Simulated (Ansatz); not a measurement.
An Ansatz (an electronic-structure program) run. Input:

Ansatz 0.2 input:
```yaml
crystal:
  lattice:
    - [5.7751850083, 0.0, 0.0]
    - [-2.8875925041, 5.0014569287, 0.0]
    - [0.0, 0.0, 7.8995563864]
  atoms:
    - { symbol: Cs, position: [0.6666666667, 0.3333333333, 0.25] }
    - { symbol: Cs, position: [0.3333333333, 0.6666666667, 0.75] }
    - { symbol: Cs, position: [0.0, 0.0, 0.0] }
    - { symbol: Cs, position: [0.0, 0.0, 0.5] }
    - { symbol: Pt, position: [0.6666666667, 0.3333333333, 0.75] }
    - { symbol: Pt, position: [0.3333333333, 0.6666666667, 0.25] }
kpoints:
  mp_grid: { grid: [5, 5, 3] }
  band_path:
    path:
      - [[0.0, 0.0, 0.0], [0.5, 0.0, 0.0], [0.3333333333, 0.3333333333, 0.0], [0.0, 0.0, 0.0], [0.0, 0.0, 0.5], [0.5, 0.0, 0.5], [0.3333333333, 0.3333333333, 0.5], [0.0, 0.0, 0.5]]  # Γ-M-K-Γ-A-L-H-A
      - [[0.5, 0.0, 0.5], [0.5, 0.0, 0.0]]  # L-M
      - [[0.3333333333, 0.3333333333, 0.5], [0.3333333333, 0.3333333333, 0.0]]  # H-K
      - [VBM, CBM]
    npoints: 8
hamiltonian:
  xc: r2scan
  pseudopotentials: { kind: paw }
magnetization: { noncollinear: true, spin_orbit: true }
scf:
  n_extra_bands: 12
  convergence: { dr2_threshold: 0.0000000001 }
  occupations: { method: gaussian, width: 0.01 }
checkpoint: { write: soc.run }
output: { eigenvalues: true }
```

Output (shortened):

```
Pseudopotential: Cs, paw_fr, valence charge 9
Pseudopotential: Pt, paw_fr, valence charge 18
Functional definition: r2SCAN
non-collinear run that drives no moment, with spin-orbit …
Crystal: 6 atoms, lattice volume = 228.173 Å³
Basis set: ecut = 500 eV, 5861 PW (Γ), exchange–correlation on 180×180×240 points (64 copies of the dense FFT grid, shifted against one another)
Bands: 84, of which v1, the nominal top of the filled ones, is band 72 counted from 1 (71 counted from 0)
Symmetry: 24 space group operations + 24 with time reversal
k-points: 10 of 75
Projection manifold: j_resolved (fully-relativistic pseudo-atomic orbitals)
SCF iter   1: F=—  HF=-47725.404666 eV  |F-HF|=—  |Δ(HF+E_count)|=         —  Δρ=1.44e-1  dr2=1.03e2  dr2_τ=1.14e0  dr2_m=0.00e0 (ungated)  ethr=3.10e-3  |M|=0.00e0 ∫|m|=0.00e0 μB  |m|>n=0.0e0 m-floor=0.0e0 τ_xc=0.0e0  β_m=0.30  ⟨swp⟩=11.1  Hψ=2303  notcnv=0
preconditioner: auto → Resta (q_TF=auto, 2.251 Å⁻¹)
spin=Noncollinear: Resta preconditioning applied to the charge; magnetization (m_x, m_y, m_z) channels mix plain (no charge-response kernel on spin).
SCF iter   2: F=—  HF=-47715.746517 eV  |F-HF|=—  |Δ(HF+E_count)|=    9.66e0  Δρ=2.10e-2  dr2=1.90e0  dr2_τ=1.34e0  dr2_m=0.00e0 (ungated)  ethr=3.10e-3  |M|=0.00e0 ∫|m|=0.00e0 μB  |m|>n=0.0e0 m-floor=0.0e0 τ_xc=0.0e0  β_m=0.28  ⟨swp⟩=3.5  Hψ=1042  notcnv=0  defer=54
SCF iter   3: F=—  HF=-47716.188355 eV  |F-HF|=—  |Δ(HF+E_count)|=   4.42e-1  Δρ=1.15e-2  dr2=5.85e-1  dr2_τ=8.57e-3  dr2_m=0.00e0 (ungated)  ethr=2.64e-3  |M|=0.00e0 ∫|m|=0.00e0 μB  |m|>n=0.0e0 m-floor=0.0e0 τ_xc=0.0e0  β_m=0.64  ⟨swp⟩=2.0  Hψ=525  notcnv=0  defer=62
SCF iter   4: F=—  HF=-47716.300747 eV  |F-HF|=—  |Δ(HF+E_count)|=   1.12e-1  Δρ=6.50e-3  dr2=1.35e-1  dr2_τ=2.59e-3  dr2_m=0.00e0 (ungated)  ethr=8.13e-4  |M|=0.00e0 ∫|m|=0.00e0 μB  |m|>n=0.0e0 m-floor=0.0e0 τ_xc=0.0e0  β_m=0.82  ⟨swp⟩=2.8  Hψ=554  notcnv=0  defer=62
SCF iter   5: F=—  HF=-47716.301877 eV  |F-HF|=—  |Δ(HF+E_count)|=   1.13e-3  Δρ=3.04e-3  dr2=4.89e-2  dr2_τ=4.75e-4  dr2_m=0.00e0 (ungated)  ethr=1.88e-4  |M|=0.00e0 ∫|m|=0.00e0 μB  |m|>n=0.0e0 m-floor=0.0e0 τ_xc=0.0e0  β_m=0.86  ⟨swp⟩=2.0  Hψ=519  notcnv=0  defer=62
SCF iter   6: F=—  HF=-47716.296522 eV  |F-HF|=—  |Δ(HF+E_count)|=   5.36e-3  Δρ=1.52e-3  dr2=1.43e-2  dr2_τ=1.19e-4  dr2_m=0.00e0 (ungated)  ethr=6.79e-5  |M|=0.00e0 ∫|m|=0.00e0 μB  |m|>n=0.0e0 m-floor=0.0e0 τ_xc=0.0e0  β_m=0.93  ⟨swp⟩=2.0  Hψ=422  notcnv=0  defer=62
SCF iter   7: F=—  HF=-47716.294755 eV  |F-HF|=—  |Δ(HF+E_count)|=   1.77e-3  Δρ=6.23e-4  dr2=2.55e-3  dr2_τ=2.15e-5  dr2_m=0.00e0 (ungated)  ethr=1.99e-5  |M|=0.00e0 ∫|m|=0.00e0 μB  |m|>n=0.0e0 m-floor=0.0e0 τ_xc=0.0e0  β_m=0.96  ⟨swp⟩=2.0  Hψ=529  notcnv=0  defer=62
SCF iter   8: F=—  HF=-47716.294336 eV  |F-HF|=—  |Δ(HF+E_count)|=   4.19e-4  Δρ=3.06e-4  dr2=5.07e-4  dr2_τ=6.50e-6  dr2_m=0.00e0 (ungated)  ethr=3.54e-6  |M|=0.00e0 ∫|m|=0.00e0 μB  |m|>n=0.0e0 m-floor=0.0e0 τ_xc=0.0e0  β_m=0.98  ⟨swp⟩=2.0  Hψ=478  notcnv=0  defer=62
SCF iter  13: F=-47716.294117 eV  HF=-47716.294117 eV  |F-HF|=1.46e-11  |Δ(HF+E_count)|=  5.82e-11  Δρ=6.99e-8  dr2=2.89e-11  dr2_τ=3.17e-13  dr2_m=0.00e0 (ungated)  ethr=1.00e-12  |M|=0.00e0 ∫|m|=0.00e0 μB  |m|>n=0.0e0 m-floor=0.0e0 τ_xc=0.0e0  ⟨swp⟩=11.8  Hψ=1431  notcnv=0
SCF 1 converged in 13 iterations: F = -47716.294117 eV  dr2 = 2.89e-11
NSCF: frozen V_eff on 28 k-points
NSCF: frozen V_eff on 28 k-points
NSCF: frozen V_eff on 28 k-points
NSCF: frozen V_eff on 3 k-points
NSCF: frozen V_eff on 3 k-points
NSCF: frozen V_eff on 17 k-points
NSCF: frozen V_eff on 13 k-points
NSCF: frozen V_eff on 20 k-points
NSCF: frozen V_eff on 10 k-points
NSCF: frozen V_eff on 1 k-points
NSCF: frozen V_eff on 14 k-points
NSCF: frozen V_eff on 4 k-points
NSCF: frozen V_eff on 14 k-points
NSCF: frozen V_eff on 84 k-points
SCF converged after 13 iterations
Magnetization: |M| = 0.0000 μB,  M = (+0.0000, +0.0000, +0.0000) μB
Absolute magnetization: 0.0000 μB (∫|m|)
  site 0: m = (+0.0000, +0.0000, +0.0000) μB, |m| = 0.0000 μB  (R = 1.38 Å)
  site 1: m = (+0.0000, +0.0000, +0.0000) μB, |m| = 0.0000 μB  (R = 1.38 Å)
  site 2: m = (+0.0000, +0.0000, +0.0000) μB, |m| = 0.0000 μB  (R = 1.60 Å)
  site 3: m = (+0.0000, +0.0000, +0.0000) μB, |m| = 0.0000 μB  (R = 1.60 Å)
  site 4: m = (+0.0000, +0.0000, +0.0000) μB, |m| = 0.0000 μB  (R = 1.38 Å)
  site 5: m = (+0.0000, +0.0000, +0.0000) μB, |m| = 0.0000 μB  (R = 1.38 Å)
Free energy (F): -47716.294117 eV
Harris-Foulkes:  -47716.294117 eV  (|F-HF|=1.46e-11)
Internal energy: -47716.294117 eV  (E = F + TS)
E sigma→0 (E₀):  -47716.294117 eV
Fermi energy:    8.659662 eV
--- Per-component energies (eV) ---
  E_band       = -881.508520
  E_kinetic    = 1860.637373
  E_local      = -6671.885199  (includes V_loc(G=0)·N_el)
  E_nonlocal   = 501.568338
  E_hartree    = 2630.889745
  E_xc         = -1153.401122
  E_vxc        = -1232.213137  (∫ρ·V_xc dr)
  E_paw        = -39218.501569  (= ΣΔE_a)
  E_vpaw       = -672.962825  (= ΣTr[D̂ρ^β])
  E_aug_tail   = 0.000277  (compensation charges beyond the density's cutoff)
  E_vtau       = 71.567060  (kinetic-family band-sum trace: ∫τ·v_τ [+ j·A + Jᵃ·Aᵃ] dr)
  E_ewald      = -5665.301290
  E_core_change = -0.300669  (= ΣΔE_core)
  E_smearing   =  0.000000  (= −TS)
  E_closure    =  0.000000  (closes the sum)
  Σ components = -47716.294117   (vs F -47716.294117, Δ=0.00e0)
  [band-id]    e_kinetic+e_local+e_nonlocal+2·e_hartree+e_vxc+e_vpaw+e_augmentation_tail+e_vtau = -881.508624   (vs E_band -881.508520, Δ=-1.04e-4)
--- Band table (eV; the first three rows and the last of 10) ---
  k-point 0: bands = ["-89.6315", "-89.6315", "-89.6315", "-89.6315", "-54.2691", "-54.2691", "-54.2691", "-54.2691", "-39.5464", "-39.5464", "-39.5464", "-39.5464", "-39.5070", "-39.5070", "-39.5070", "-39.5070", "-15.3998", "-15.3998", "-15.2265", …
  k-point 1: bands = ["-89.6315", "-89.6315", "-89.6315", "-89.6315", "-54.2691", "-54.2691", "-54.2691", "-54.2691", "-39.5464", "-39.5464", "-39.5464", "-39.5464", "-39.5070", "-39.5070", "-39.5070", "-39.5070", "-15.3599", "-15.3599", "-15.2738", …
  k-point 2: bands = ["-89.6315", "-89.6315", "-89.6315", "-89.6315", "-54.2691", "-54.2691", "-54.2691", "-54.2691", "-39.5464", "-39.5464", "-39.5464", "-39.5464", "-39.5070", "-39.5070", "-39.5070", "-39.5070", "-15.3832", "-15.3832", "-15.2255", …
  k-point 9: bands = ["-89.6315", "-89.6315", "-89.6315", "-89.6315", "-54.2691", "-54.2691", "-54.2691", "-54.2691", "-39.5464", "-39.5464", "-39.5464", "-39.5464", "-39.5070", "-39.5070", "-39.5070", "-39.5070", "-15.3159", "-15.3159", "-15.2548", …
```

Cost: about 28 core-minutes (a rough figure) on shared cores.

Space group P6_3/mmc. The workflow started from a Materials Project entry (that database holds measured and hypothetical structures alike); the Crystallography Open Database copy checked does not list it. Its standing as an ambient phase is unchecked. The cell was relaxed with r²SCAN under the symmetry of its start; its stability against distortions is not shown here. No spin polarisation was allowed.

Potentials: the later of the program's two PAW sets.

Ansatz is a plane-wave DFT program.
